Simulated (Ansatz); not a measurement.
Relaxed ZnAg (CsCl type):

```yaml
crystal:
  lattice:
    - [6.15371, 0.00000, 0.00000]
    - [3.07686, 3.07686, 0.00000]
    - [0.00000, 0.00000, 3.07686]
  atoms:
    - { symbol: Zn, position: [0.00000, 0.50000, 0.50000] }
    - { symbol: Zn, position: [0.50000, 0.50000, 0.50000] }
    - { symbol: Ag, position: [0.00000, 0.00000, 0.00000] }
    - { symbol: Ag, position: [0.50000, 0.00000, 0.00000] }
```

A phonon eigenvector at M = (0.5, 0.5, 0.0) is frozen into this cell: atom i moves by Q times the vector below, so Q is the largest atomic displacement, in Å. The cell is held. It is one choice among 2 degenerate patterns. (q is in reciprocal vectors of the primitive cell; the cell shown is doubled to hold the pattern.)

| atom | x | y | z |
|---|---|---|---|
| Zn1 | 0.000 | -1.000 | 0.000 |
| Zn2 | 0.000 | 1.000 | 0.000 |
| Ag3 | 0.670 | 0.000 | 0.000 |
| Ag4 | -0.670 | 0.000 | 0.000 |

Method: LDA (plane waves to 420 eV, PAW, scalar-relativistic; Ansatz, a quantum-chemistry and plane-wave program). k mesh 15×15×15 (Γ-centred), Fermi-Dirac smearing 0.05 eV. E stands for the smeared free energy. With partly filled bands, energies and forces of such displacements shift with the k mesh and the smearing. ZnAg was relaxed with its symmetry unable to fall. The zero of ΔE is the undisplaced structure. The last digit holds for this mesh only.

```csv
Q (Å),ΔE (meV/cell)
-0.2800,1465.8
-0.2333,975.1
-0.1867,602.2
-0.1400,329.2
-0.0933,withheld
-0.0467,35.3
0.0000,0.0
0.0467,35.3
0.0933,withheld
0.1400,329.2
0.1867,602.2
0.2333,975.1
0.2800,1465.8
```

### Question
Fit an even polynomial form (powers 2, 4) to the given rows and predict ΔE at Q = 0.0933.

### Answer
Least squares on the 11 given rows: ΔE = (16150)·Q² + (32520)·Q⁴, in meV/cell with Q in Å; root-mean-square residual 0.20 meV/cell. At 0.0933 the fit gives 143.0 meV/cell; the calculation gives 143.2 meV/cell, so the interpolation is off by -0.2 (-0.1 %). The quadratic term alone would give 140.6 meV/cell.

(A displaced cell: forces are minus the slopes of the energy, force constants its curvatures, and phonons follow from these.)
